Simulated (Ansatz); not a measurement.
Given:

Relaxed Si (diamond):

```yaml
crystal:
  lattice:
    - [0.00000, 2.71678, 2.71678]
    - [2.71678, 0.00000, 2.71678]
    - [2.71678, 2.71678, 0.00000]
  atoms:
    - { symbol: Si, position: [0.50000, 0.50000, 0.50000] }
    - { symbol: Si, position: [0.75000, 0.75000, 0.75000] }
```

In this cell atom 1 (Si, nearest neighbour Si at 2.353 Å; its periodic images, 3.8 Å or more away, move with it) is moved by s along Cartesian x, unit vector (1.000, 0.000, 0.000); all other atoms and the cell stay fixed.

These are PBEsol (plane waves to 420 eV, PAW, scalar-relativistic; Ansatz, a quantum-chemistry and plane-wave program) values and carry that method's errors. k mesh 9×9×9 (Γ-centred), Fermi-Dirac smearing 0.05 eV. The energy includes the smearing's −TS. As the smearing reaches across the gap at some points, energies and forces of such displacements shift with the k mesh and the smearing. Si was relaxed with its symmetry unable to fall. The PAW data are Ansatz's earlier set. The zero of ΔE is the undisplaced structure.

The scan covers s from -0.710 to 0.710 Å in 11 points.

Question: Is the energy the same for equal positive and negative displacements?

Answer: Even: the same for both signs. With its periodic images moving along, the atom's site symmetry in this cell is -43m.

Question: What is the energy change at s = 0.710 Å?

Answer: 2500 meV/cell.

Question: What force acts on the atom along the line at s = -0.710 Å?

Answer: 5.20 eV/Å.

Question: What is the force constant k = d²E/ds² of this move at s = 0?

Answer: 13.0 eV/Å².

(For displaced atoms, the force is minus the slope of the energy, and its curvature is a force constant, which sets phonon frequencies.)
